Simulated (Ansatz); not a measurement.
InSb (wurtzite, P6_3mc) at seven volumes, the program Ansatz at the PBEsol level (PAW), shape and atoms relaxed at each. One row is withheld.

```
V (Å³/atom)  P (GPa)
-----------  -------
31.497          5.03
32.535          3.06
33.573          1.40
34.612          0.00
35.650         -1.17
36.688             ?
37.727         -2.98
```

Problem. Fit the shown pressures and predict the withheld one.

Solution. P = (3/2)B₀(x^(7/2) − x^(5/2))[1 + (3/4)(B′ − 4)(x − 1)] with x = (V₀/V)^(2/3). Least squares on the six rows gives V₀ = 34.615 Å³/atom, B₀ = 42.5 GPa, B′ = 4.78. At V = 36.688, x = 0.9620 and P = -2.15 GPa. The run itself gave -2.16 GPa.

The start of the workflow was typed in or built on a structure type; neither database checked (COD, Materials Project) lists it. It is not the phase usual at ambient conditions (space group No. 216). Symmetry was held in the PBEsol relaxation; of distortions, only those at the zone centre were tested. Scalar-relativistic: spin–orbit coupling is off unless named, which matters more the heavier the elements.

Potentials: the later of the program's two PAW sets.
